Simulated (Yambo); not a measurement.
G0W0@LDA for MgS (wurtzite, space group P6_3mc, No. 186) in Yambo (6×6×2 mesh, 8 Ry block, plasmon pole, screening fixed), without a terminator:

```
bands N in G  gap Γ → Γ (eV)  shift of the valence edge (eV)
------------  --------------  ------------------------------
61                     5.135                          -0.826
106                    5.214                          -1.063
166                    5.263                          -1.174
```

Q: Extrapolate both columns to infinite N with E(N) = E∞ + A/N, test the form, and compare with the terminator.

A: From two points, E∞ = (N2 E2 − N1 E1)/(N2 − N1). The two largest N give 5.35 eV for the gap and -1.37 eV for the shift; the two smallest give 5.32 eV and -1.38 eV. For the gap the slopes A are -11 and -14 eV: the form isn't reached, and its limit is uncertain. For the shift the slopes A are 34 and 33 eV: the 1/N form holds. With the Bruneval-Gonze terminator and 166 bands the run gives 5.29 eV and -1.25 eV, 0.06 eV and 0.12 eV from the extrapolated values: the terminator too is an estimate of the remainder. Block, mesh and the bands in W are held fixed.

Geometry relaxed with LDA; primitive cell a = b = 3.9884 Å, c = 6.3568 Å, α = β = 90.00°, γ = 120.00°.

This is not the ordinary phase of the substance; no match was found in the copy of COD used, and its stability was not checked.

A shift is the quasiparticle energy of the state minus its LDA energy.
